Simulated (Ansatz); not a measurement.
Relaxed-ion elastic tensor of InPd (CsCl type, Pm-3m) in GPa (Voigt order), the program Ansatz at the PBE level (PAW); density 10.17 g/cm³, 18.06 Å³ per atom.

```
 130   101   101   0.0   0.0   0.0
 101   130   101   0.0   0.0   0.0
 101   101   130   0.0   0.0   0.0
 0.0   0.0   0.0  43.3   0.0   0.0
 0.0   0.0   0.0   0.0  43.3   0.0
 0.0   0.0   0.0   0.0   0.0  43.3
```

Is the crystal mechanically stable?

Yes: the smallest eigenvalue of C is 29.3 GPa.

Work out the Voigt, Reuss and Hill averages.

K_V = 111, K_R = 111, K_H = 111; G_V = 31.8, G_R = 24.3, G_H = 28.1 GPa.

Give Young's modulus, Poisson's ratio, Pugh's ratio and the universal anisotropy index.

E = 9KG/(3K + G) = 77.6 GPa; ν = 0.38; K/G = 3.94 (ductile by the Pugh limit of 1.75); A_U = 5G_V/G_R + K_V/K_R − 6 = 1.54.

Estimate the sound speeds and the Debye temperature.

v_l = √((K + 4G/3)/ρ) = 3820 m/s, v_t = √(G/ρ) = 1660 m/s, mean 1880 m/s; Θ = (h/k)(3n/4πV)^(1/3) v_m = 213 K.

Give the Zener ratio and Young's modulus along [100], [110] and [111].

A = 2C44/(C11 − C12) = 2.95; 1/E = S11 − 2(S11 − S12 − S44/2)Γ with Γ = 0, 1/4, 1/3 gives 42.1, 80.2, 115 GPa.

Solve the Christoffel equation for the three sound speeds along [100], [110], [111].

Eigenvalues of C_ijkl n_j n_l equal ρv². In km/s, slowest first: [100] 2.06, 2.06, 3.58; [110] 1.20, 2.06, 3.95; [111] 1.54, 1.54, 4.07.

The PBE relaxation kept the symmetry of its start; of distortions, only those at the zone centre were tested. No spin polarisation was allowed. As this level gives no gap, shear constants depend on the k-mesh and smearing (Fermi–Dirac, 0.1 eV here).

Potentials: the later of the program's two PAW sets.
